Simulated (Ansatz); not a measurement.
TaSi2:
Space group P6₂22 (No. 180); a = 4.7315 Å, b = 4.7315 Å, c = 6.5183 Å, α = 90.00°, β = 90.00°, γ = 120.00°

```
atom  site  symmetry       x       y       z
----  ----  --------  ------  ------  ------
Si      6j       ..2  0.3188  0.1594  0.1667
Ta      3d       222  0.5000  0.0000  0.5000
```

Relaxed at zero pressure with DFT-LDA in the program Ansatz with PAW potentials.

Question: The volume is raised by 9 % and shape and atoms relax at that volume. What pressure results, and how do the axes share the change?

Answer: -14.4 GPa; a 3.2 %, b 3.2 %, c 2.3 %; the energy rises by 62 meV/atom.

Question: Give the new structure.

Answer: 
Space group P6₂22 (No. 180); a = 4.885 Å, b = 4.885 Å, c = 6.666 Å, α = 90.00°, β = 90.00°, γ = 120.00°

| atom | site | symmetry | x | y | z |
|---|---|---|---|---|---|
| Si | 6j | ..2 | 0.3187 | 0.1594 | 0.1667 |
| Ta | 3d | 222 | 0.5000 | 0.0000 | 0.5000 |

The phase is kept; no other phase was compared at this pressure.

Space group P6_222. The cell was relaxed with LDA under the symmetry of its start. The run is not spin-polarised. Scalar-relativistic: spin–orbit coupling is off unless named, which matters more the heavier the elements.

Potentials: the later of the program's two PAW sets.
